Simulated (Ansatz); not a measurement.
Hf (hcp, Mg type)

```yaml
crystal:
  lattice:
    - [3.20421, 0.00000, 0.00000]
    - [-1.60210, 2.77493, 0.00000]
    - [0.00000, 0.00000, 5.06906]
  atoms:
    - { symbol: Hf, position: [0.33333, 0.66667, 0.75000] }
    - { symbol: Hf, position: [0.66667, 0.33333, 0.25000] }
```

The slice is a (1 -1 0 0) plane (indices of the conventional cell) through the point (0.667, 0.333, 0.250) (fractional), spanned by u = [110] and v = [001] in vectors of this cell: u (3.20 Å) and v (5.07 Å, at 90° to u). It covers one period; positions are fractions (u, v).

All values below come from PBE (plane waves to 420 eV, PAW, scalar-relativistic; Ansatz, a first-principles code). k mesh 17×17×9. Near the nuclei the fields are pseudised (PAW); where an atom keeps semicore shells as valence, they peak there. Hf is run without spin polarisation. Hf was relaxed with its symmetry unable to fall. Spin-orbit coupling is left out, though Hf is heavy.

Question: What is the ELF at the midpoint of the shortest Hf–Hf line in this plane (3.20 Å)?

Answer: 0.29.

Question: What is the valence density on the shortest Hf–Hf line in this plane (3.20 Å), at its midpoint?

Answer: 0.19 e/Å³.

Question: Sketch the valence electron density on this plane as a map.

Answer: 
```
|@@@@%%##++--..          ..--++##%%@@|
|%%%%##**==--..          ..--==**##%%|
|####**++--::              ::--++**##|
|++++==--::..              ..::--==++|
|----::::..                  ..::::--|
|......                          ....|
|                                    |
|                                    |
|                                    |
|                                    |
|              ..........            |
|            ..::::::::::..          |
|          ....::------::....        |
|          ....::------::....        |
|          ....::------::....        |
|            ..::::::::::..          |
|              ..........            |
|                                    |
|                                    |
|                                    |
|                                    |
|......                          ....|
|----::::..                  ..::::--|
|++++==--::..              ..::--==++|
|####**++--::              ::--++**##|
|%%%%##**==--..          ..--==**##%%|
|@@@@%%##++--..          ..--++##%%@@|
|@@@@%%##++--..          ..--++##%%@@|
```
Scale: ten equal steps from -0.77 (start of ' ') to 1.55 (end of '@'), in the order ' .:-=+*#%@'. Values: log₁₀ of the valence density in e/Å³. The map has 18 points along u (two characters each, u = 0 at the left) and 28 along v (v = 0 in the bottom row). The scale is logarithmic, as a density can span decades between atoms and voids.
